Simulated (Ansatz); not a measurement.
Equation of state of AgPt$_{3}$

A database entry relaxed whole under r2SCAN (Pm-3m):

```
Ag Pt
1.0
     3.96862    0.00000    0.00000
     0.00000    3.96862    0.00000
     0.00000    0.00000    3.96862
Ag Pt
1 3
Direct
  0.00000 0.00000 0.00000
  0.00000 0.50000 0.50000
  0.50000 0.00000 0.50000
  0.50000 0.50000 0.00000
```

The cell was scaled uniformly, its shape held, and the atoms relaxed at each volume with plane-wave PAW DFT (Ansatz 0.2.0; r2SCAN, 500 eV, 9×9×9 Γ-centred mesh, fermi-dirac occupations of width 0.100 eV; no spin, no spin-orbit coupling). One row is withheld.

```
volume (Å³/atom)  energy over the lowest (meV/atom)  pressure (GPa)
          14.689                               43.1           16.24
          15.001                                  ?               ?
          15.314                                4.0            4.70
          15.626                                0.0           -0.03
          15.939                                4.6           -4.18
          16.251                               16.8           -7.81
          16.564                               35.7          -10.98
```

Question: Fit the pressures of the other rows to the third-order Birch-Murnaghan form.

Answer: With f = [(V₀/V)^(2/3) − 1]/2 and P = 3B₀f(1 + 2f)^(5/2)[1 + 3(B₀′ − 4)f/2], least squares gives V₀ = 15.62 Å³ an atom, B₀ = 221 GPa and B₀′ = 5.6; the rows miss the fit by less than 0.01 GPa. The slope of the energies differs from these pressures by 0.23 GPa, since they are taken to zero smearing while pressures follow the free energy.

Question: What does the withheld row hold?

Answer: The fit gives 10.09 GPa at 15.001 Å³; the run gave 10.09 GPa and 17.9 meV an atom.

Caveats: the shape of the cell was held; 0 K, fixed nuclei; the symmetry was kept, and this need not be the phase that is stable at 0 K; one mesh for all volumes; the relaxed cell lies far from the entry, by an error of the functional or of the entry; pressure is positive in compression.
